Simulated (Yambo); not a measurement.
Absorption of Li$_{4}$WO$_{5}$ (space group I4, No. 79) with and without the electron-hole interaction (Yambo, LDA bands; 6×6×6 mesh, 15 valence and 4 conduction bands, static screening with 60 bands and a 3 Ry block, scissor 2.25 eV, Tamm-Dancoff; field along x). Axes are Cartesian, with cell vectors (Å) (-3.27, 3.27, 2.05), (3.27, -3.27, 2.05), (3.27, 3.27, -2.05).

```csv
E (eV),"Im ε, BSE","Im ε, independent quasiparticles"
3.15,0.05,0.06
3.25,0.05,0.06
3.35,0.06,0.07
3.45,0.06,0.07
3.55,0.07,0.07
3.65,0.07,0.08
3.75,0.08,0.08
3.85,0.09,0.09
3.95,0.11,0.09
4.05,0.13,0.10
4.15,0.14,0.11
4.25,0.16,0.12
4.35,0.19,0.13
4.45,0.24,0.14
4.55,0.34,0.15
4.65,0.54,0.16
4.75,0.81,0.18
4.85,0.75,0.20
4.95,0.62,0.22
5.05,0.65,0.25
5.15,0.75,0.28
5.25,0.91,0.33
5.35,1.28,0.38
5.45,1.65,0.46
5.55,1.58,0.57
5.65,1.62,0.72
5.75,1.83,0.93
5.85,1.98,1.19
5.95,2.21,1.56
6.05,2.53,2.11
6.15,2.68,2.90
6.25,2.69,4.00
6.35,2.70,5.48
6.45,2.64,7.25
6.55,2.45,8.78
6.65,2.28,9.64
6.75,2.14,10.2
6.85,2.01,10.3
6.95,1.92,9.86
7.05,1.90,8.76
7.15,1.91,8.00
7.25,2.01,7.52
7.35,2.19,7.26
7.45,2.33,6.83
7.55,2.35,6.31
7.65,2.20,5.67
7.75,2.09,4.86
7.85,2.10,4.29
7.95,2.14,3.84
8.05,2.22,3.60
8.15,2.30,3.45
8.25,2.37,3.27
8.35,2.53,2.90
8.45,2.86,2.57
8.55,3.20,2.35
8.65,3.58,2.19
8.75,3.96,2.04
8.85,4.08,1.86
8.95,4.11,1.60
9.05,4.15,1.44
9.15,4.21,1.38
9.25,4.18,1.36
9.35,3.79,1.30
9.45,3.28,1.19
9.55,2.92,1.11
9.65,2.73,1.06
9.75,2.64,1.02
```

The scissor comes from a G0W0 run whose convergence isn't established. Broadening 0.15 eV. The band window holds all transitions up to 9.8 eV. Fine structure above the onset can come from the mesh.

Spin-orbit coupling is left out, which matters for elements this heavy: edges can move by tenths of an eV.

Geometry of the Materials Project entry, not relaxed at this level; primitive cell a = 5.0593 Å, b = 5.0593 Å, c = 5.0593 Å, α = 99.48°, β = 99.48°, γ = 132.12°.

The structure is a Materials Project entry; no match was found in the copy of COD used, and its stability was not checked.
